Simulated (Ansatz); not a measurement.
Space group R-3m:H (No. 166). a = 3.193 Å, b = 3.193 Å, c = 23.125 Å, α = 90.00°, β = 90.00°, γ = 120.00°
```tsv
atom	site	symmetry	x	y	z
Hf	6c	3m	0.0000	0.0000	0.7790
Hf	3a	-3m	0.0000	0.0000	0.0000
N	6c	3m	0.6667	0.3333	0.9445
```

Equation of state of this Hf3N2 structure (not necessarily the ground state), with shape and atoms relaxed at each volume where symmetry leaves them free. It has no gap at any of these volumes. Method: DFT PBEsol, scalar-relativistic, plane waves, PAW in Ansatz 0.2.0.

Settings: cutoff 420 eV, Γ-centred mesh 12×12×12 on the computed 5-atom cell, Gaussian smearing of 0.10 eV; no spin polarisation.

```
V (Å³/atom) E − E(largest V) (meV/atom) P (GPa)
     12.798                         6.75    15.53
     13.206                       -22.05     7.19
     13.615                       -31.00    -0.02
     14.023                       -22.83    -6.21
     14.432                         0.00   -11.52
```

Fit a third-order Birch–Murnaghan equation to E(V).

V0 = 13.61 Å³/atom, B0 = 223 GPa, B0' = 4.0.

Spin-orbit coupling is left out, which matters for the bands of heavy elements.